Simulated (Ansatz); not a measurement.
La in space group P6_3/mmc (No. 194; La on 2c) at seven volumes, plane-wave PAW PBE (Ansatz code), shape and atoms relaxed at each. One row is withheld.

```csv
V (Å³/atom),P (GPa)
34.193,2.74
35.320,1.74
36.447,?
37.574,0.00
38.702,-0.75
39.829,-1.41
40.956,-2.01
```

Fit the shown pressures and predict the withheld one.

Third-order Birch–Murnaghan: P = (3/2)B₀(x^(7/2) − x^(5/2))[1 + (3/4)(B′ − 4)(x − 1)] with x = (V₀/V)^(2/3). Least squares on the six rows gives V₀ = 37.573 Å³/atom, B₀ = 26.05 GPa, B′ = 2.46. At V = 36.447, x = 1.0205 and P = 0.82 GPa. The run itself gave 0.83 GPa.

The workflow started from an entry of the Crystallography Open Database (COD). Its sites differ from those of the usual phase in this space group: another stacking or structure type. The cell was relaxed with PBE under the symmetry of its start; its stability against distortions is not shown here. Scalar-relativistic: spin–orbit coupling is off unless named, which matters more the heavier the elements.

Potentials: the earlier of the program's two PAW sets.
